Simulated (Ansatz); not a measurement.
KNbSe2:
Space group P6₃/mmc (No. 194); a = b = 3.613 Å, c = 16.233 Å, α = β = 90.00°, γ = 120.00°

| atom | site | symmetry | x | y | z |
|---|---|---|---|---|---|
| K | 2a | -3m. | 0.0000 | 0.0000 | 0.0000 |
| Se | 4f | 3m. | 0.3333 | 0.6667 | 0.1501 |
| Nb | 2b | -6m2 | 0.0000 | 0.0000 | 0.2500 |

Relaxed with r²SCAN. r²SCAN (plane waves, PAW; program Ansatz) gives a gap of 0.88 eV.

Problem. What gap does HSE06 give on the same cell (Ansatz, PAW)?

Solution. 1.20 eV, 0.32 eV more. The hybrid was solved on a coarser mesh and at special points; the gap given is the minimum over both.

| k | v1 r²SCAN | c1 r²SCAN | v1 HSE06 | c1 HSE06 |
|---|---|---|---|---|
| Γ | 0.00 | 1.80 | ? | ? |
| A | -0.31 | 1.82 | ? | ? |
| K | -0.25 | 0.95 | -0.16 | 1.20 |
| H | -0.25 | 0.95 | -0.16 | 1.21 |
| M | -0.99 | 1.65 | ? | ? |
| L | -1.04 | 1.70 | ? | ? |

Problem. Top valence (v1) and lowest conduction level (c1) in eV from each method's valence maximum (which need not be a listed point): supply the withheld HSE06 values.

Solution. 
- L, v1 HSE06: -1.14
- L, c1 HSE06: 2.19
- M, v1 HSE06: -1.10
- M, c1 HSE06: 2.08
- A, v1 HSE06: -0.32
- A, c1 HSE06: 2.32
- Γ, v1 HSE06: 0.00
- Γ, c1 HSE06: 2.30

Cost on shared cores: the r²SCAN run (SCF on a 9×9×2 mesh, then bands and DOS) about 4 core-minutes (a rough figure), the HSE06 run (SCF on 5×5×1, then a few points) roughly 4 core-minutes; the tasks are unlike.

Space group P6_3/mmc. The workflow started from an entry of the Crystallography Open Database (COD). Whether it is the stable phase at ambient conditions was not checked. Symmetry was held in the r²SCAN relaxation; whether a distortion lowers the energy is not shown. No spin polarisation was allowed. Spin–orbit coupling is left out wherever it is not named.

Potentials: the later of the program's two PAW sets.
